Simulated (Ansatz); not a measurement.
## CaPd$_{5}$ under pressure

These are results of DFT r2SCAN, scalar-relativistic, plane waves, PAW (Ansatz 0.2.0), not measurements. (500 eV cutoff, 12×12×8 k-mesh, Gaussian smearing of 0.10 eV, no spin polarisation)

Reference structure (relaxed):

```yaml
crystal:
  lattice:
    - [5.29868, 0.00000, 0.00000]
    - [-2.64934, 4.58879, 0.00000]
    - [0.00000, 0.00000, 4.41746]
  atoms:
    - { symbol: Ca, position: [0.00000, 0.00000, 0.00000] }
    - { symbol: Pd, position: [0.50000, 0.00000, 0.50000] }
    - { symbol: Pd, position: [0.50000, 0.50000, 0.50000] }
    - { symbol: Pd, position: [0.00000, 0.50000, 0.50000] }
    - { symbol: Pd, position: [0.33333, 0.66667, 0.00000] }
    - { symbol: Pd, position: [0.66667, 0.33333, 0.00000] }
```

Cell and atoms are relaxed at each pressure within the symmetry of the start, at zero temperature, so transitions that lower the symmetry aren't seen. The k-mesh given is that at zero pressure and may differ at others. a, b and c are the lengths of the cell vectors above.

| P (GPa) | V (Å³/atom) | V/V0 | a (Å) | b (Å) | c (Å) |
| --- | --- | --- | --- | --- | --- |
| -1 | 18.04 | 1.008 | 5.314 | 5.314 | 4.426 |
| 0 | 17.90 | 1.000 | 5.299 | 5.299 | 4.417 |
| 1 | 17.76 | 0.992 | 5.284 | 5.284 | 4.409 |
| 4 | 17.38 | 0.971 | 5.240 | 5.240 | 4.387 |
| 12 | 16.58 | 0.926 | 5.148 | 5.148 | 4.334 |

Question: What bulk modulus and pressure derivative fit these points?

Answer: A third-order Birch–Murnaghan fit gives B0 = 128 GPa and B0' = 5.2.

Question: Which cell vector or vectors give way most up to 12 GPa?

Answer: a and b: the changes are a -2.8 %, b -2.8 %, c -1.9 %.